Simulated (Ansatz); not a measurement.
## Si (omega (AlB2-type)): energy against volume

Computed with DFT, LDA (PW92), plane waves (420 eV) with PAW, scalar-relativistic (Ansatz). The PAW files were generated under PBE, with cores re-solved for the functional.

The cell is scaled uniformly from the relaxed one, with fractional coordinates and shape fixed. Energies are extrapolated to zero smearing, pressures are those at the given smearing. Magnetic state: spin not included.

A Birch-Murnaghan fit gives V₀ = 14.28 Å³/atom, B₀ = 101 GPa, B₀′ = 4.2.

(1) What are the energy above the minimum and the pressure at 12.564 Å³/atom?

(2) What are the energy above the minimum and the pressure at 14.849 Å³/atom?

(3) What are the energy above the minimum and the pressure at 15.991 Å³/atom?

Answers

(1) 80.9 meV/atom and 16.96 GPa as computed.

(2) 6.8 meV/atom and -3.69 GPa as computed.

(3) 53.3 meV/atom and -9.02 GPa as computed.
